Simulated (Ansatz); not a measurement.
**Cu (fcc, Cu type), scan of one atom of the cell**

Cu (fcc, Cu type)

```
Cu
1.0
    3.62881     0.00000     0.00000
    0.00000     3.62881     0.00000
    0.00000     0.00000     3.62881
Cu
4
Cartesian
  0.00000   0.00000   0.00000
  1.81440   1.81440   0.00000
  1.81440   0.00000   1.81440
  0.00000   1.81440   1.81440
```

In this cell atom 4 (Cu, nearest neighbour Cu at 2.566 Å; its periodic images, 3.6 Å or more away, move with it) is moved by s along Cartesian z, unit vector (0.000, 0.000, 1.000); all other atoms and the cell stay fixed.

Level of theory: PBE (plane waves to 420 eV, PAW, scalar-relativistic; Ansatz, a quantum-chemistry and plane-wave program). k mesh 10×10×10 (Γ-centred), Fermi-Dirac smearing 0.05 eV. The energy includes the smearing's −TS. Stress and pressure are positive under compression. With partly filled bands, energies and forces of such displacements shift with the k mesh and the smearing. F∥ is the force on the atom along that direction. Cu is run without spin polarisation. Cu was relaxed with its symmetry unable to fall. The PAW data are Ansatz's earlier set. ΔE is measured from the undisplaced structure.

| s (Å) | ΔE (meV/cell) | P (GPa) | F∥ (eV/Å) |
|---|---|---|---|
| -0.770 | 2334 | 25.2 | 6.774 |
| -0.616 | 1422 | 16.0 | 5.076 |
| -0.462 | 763 | 8.9 | 3.520 |
| -0.308 | 327 | 3.9 | 2.189 |
| -0.154 | 80 | 0.9 | 1.043 |
| 0.000 | 0 | 0.0 | 0.000 |
| 0.154 | 80 | 0.9 | -1.043 |
| 0.308 | 327 | 3.9 | -2.189 |
| 0.462 | 763 | 8.9 | -3.520 |
| 0.616 | 1422 | 16.0 | -5.076 |
| 0.770 | 2334 | 25.2 | -6.774 |

Key numbers:

The energy at s = 0.770 Å comes out as 2334 meV/cell. The force along the line at s = -0.770 Å is 6.77 eV/Å and the force constant k = d²E/ds² at s = 0 (finite differences) is 6.66 eV/Å². Symmetry of the curve: even: the same for both signs. Shape of the curve: a single well with its minimum at or next to zero displacement. Harmonic estimate at the end of the scan: ½ks² = 1974 meV/cell against the computed 2334 meV/cell, so the well is stiffer than harmonic there.

(A displaced cell: forces are minus the slopes of the energy, force constants its curvatures, and phonons follow from these.)
